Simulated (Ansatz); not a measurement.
**Lattice vibrations of HfN at Γ**

Theory: Ansatz, DFT PBE, scalar-relativistic, plane waves, PAW. Settings: 420 eV plane-wave cutoff, Γ-centred 16×16×16 mesh, Fermi-Dirac smearing of 0.15 eV. No spin polarisation. Phonons by linear response, acoustic sum rule imposed.

The cell, relaxed at this level:
```yaml
crystal:
  lattice:
    - [0.00000, 2.27436, 2.27436]
    - [2.27436, 0.00000, 2.27436]
    - [2.27436, 2.27436, 0.00000]
  atoms:
    - { symbol: Hf, position: [0.00000, 0.00000, 0.00000] }
    - { symbol: N, position: [0.50000, 0.50000, 0.50000] }
```

In a metal, frequencies and elastic constants depend on the k mesh and the smearing, soft modes and shear constants most. Spin polarisation was left out, and a magnetic state may lie lower. Spin–orbit coupling is left out, which can shift energies with elements as heavy as these.

Question: Is this structure stable against zone-centre distortions?

Answer: Yes, at Γ: no optical mode is imaginary. Strains and other wave vectors aren't tested by this run.

Question: List the optical modes at Γ (i marks imaginary ones).

Answer:
```json
{"frequency (cm⁻¹)": "477", "degeneracy": "3"}
```

Cost: 1 run of about 0.48 core-minutes, on Intel Xeon Platinum 8488C (Sapphire Rapids) (shared hosts).